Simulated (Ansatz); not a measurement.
Mo3P:
```
CELL_PARAMETERS angstrom
     -4.84363     4.84363     2.38644
      4.84363    -4.84363     2.38644
      4.84363     4.84363    -2.38644
ATOMIC_POSITIONS crystal
  Mo 0.36015 0.36015 0.18488
  Mo 0.63985 0.82473 0.00000
  Mo 0.17527 0.17527 0.81512
  Mo 0.82473 0.63985 0.00000
  Mo 0.56533 0.56533 0.59698
  Mo 0.43467 0.03165 0.00000
  Mo 0.96835 0.96835 0.40302
  Mo 0.03165 0.43467 0.00000
  Mo 0.50000 0.85496 0.35496
  Mo 0.14504 0.50000 0.64504
  Mo 0.50000 0.14504 0.64504
  Mo 0.85496 0.50000 0.35496
  P  0.00000 0.29163 0.29163
  P  0.70837 0.00000 0.70837
  P  0.00000 0.70837 0.70837
  P  0.29163 0.00000 0.29163
```

Relaxed with LDA. Special points in fractions of this cell's reciprocal vectors: Γ (0.000, 0.000, 0.000); X (0.000, 0.000, 0.500); M (-0.500, 0.500, 0.500); Z (0.311, 0.311, -0.311); Z0 (-0.311, 0.689, 0.311); P (0.250, 0.250, 0.250); N (0.000, 0.500, 0.000).

Problem. List the band energies nearest the Fermi level at these points for plane-wave PAW LDA (Ansatz code).

Solution. In eV from the Fermi level; about four levels below and three above (degenerate sets whole), none deeper than 8.9 eV; points with the same levels are listed once.

```
k                          below                above
-  -----------------------------  -------------------
Γ  -1.15 -1.15 -1.08 -0.39 -0.13       0.06 0.15 0.15
X        -0.86 -0.74 -0.52 -0.43       0.13 0.16 0.20
M        -0.97 -0.61 -0.39 -0.29       0.02 0.05 0.05
Z        -0.67 -0.25 -0.04 -0.04  0.00 0.54 0.54 0.54
P  -1.16 -1.16 -0.69 -0.66 -0.40       0.12 0.12 0.61
N        -0.77 -0.56 -0.43 -0.08       0.12 0.38 0.49
```

Space group I-42m. The workflow started from an entry of the Crystallography Open Database (COD, 173 K). Whether it is the stable phase at ambient conditions was not checked. Symmetry was held in the LDA relaxation; its stability against distortions is not shown here. No spin polarisation was allowed. Spin–orbit coupling is left out wherever it is not named.

Potentials: the later of the program's two PAW sets.
